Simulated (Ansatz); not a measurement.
Settings and field gradients in SF6

Cell: a computed structure from the Materials Project (it need not be an observed phase), atoms as given.

```xyz
21
Lattice="8.1049 0.0000 0.0000 -4.0524 7.0190 0.0000 0.0000 0.0000 4.6128" Properties=species:S:1:pos:R:3 pbc="T T T"
S     4.0524    2.3397    4.3666
S     0.0000    4.6794    0.2462
S     0.0000    0.0000    2.3064
F    -1.1160    5.3237    3.9481
F     0.0000    3.3908    3.9481
F     1.1160    5.3237    3.9481
F    -2.9370    6.3750    1.3957
F     0.0000    1.2880    1.3957
F     2.9370    6.3750    1.3957
F     1.1155    0.6440    3.2171
F     4.0524    5.7310    3.2171
F     6.9894    0.6440    3.2171
F     1.1154    4.0354    1.1580
F     0.0000    5.9673    1.1580
F    -1.1154    4.0354    1.1580
F     5.1678    2.9837    3.4548
F     4.0524    1.0517    3.4548
F     2.9370    2.9837    3.4548
F     5.1684    1.6954    0.6646
F     4.0524    3.6283    0.6646
F     2.9365    1.6954    0.6646
```

Sites (sets of like atoms) are named by element and the number of their first atom in this list.

Reference run. Computed with Ansatz: DFT, PBE, plane waves and PAW, scalar-relativistic, 420 eV cutoff, Γ-centred 4×4×5 k-points, Fermi–Dirac smearing 0.02 eV.

It gives V_zz (10²¹ V/m²) F4 28.0 (η 0.00), among others. Each of these runs changes the input as listed (caps on SCF iterations aside):

A. hamiltonian.xc: pbe → b3-lyp
B. basis.ecutwfc: not typed → 600 eV

Q: Which of these changes matter for the gradients?

A: 

```json
{"run": "A", "F4 V_zz (η)": "–", "largest change of a gradient tensor, all atoms": "–", "note": "refused: hamiltonian.xc: unknown variant `b3-lyp`"}
{"run": "B", "F4 V_zz (η)": "28.1 (0.00)", "largest change of a gradient tensor, all atoms": "0.09", "note": "converged"}
```

Run B moves a gradient tensor by up to 0.09, on F7 (V_zz from 27.9 to 28.0). Run A holds an unknown functional.

On the reference run: At this cell the PBE pressure is 5 GPa, so with PBE the cell would grow if it were relaxed. The entry's cell may itself be off. The largest force is 0.5 eV/Å, so the atoms aren't at the calculated equilibrium and relaxing them would move these values. A computed database structure should lie near equilibrium, so this entry is doubtful.
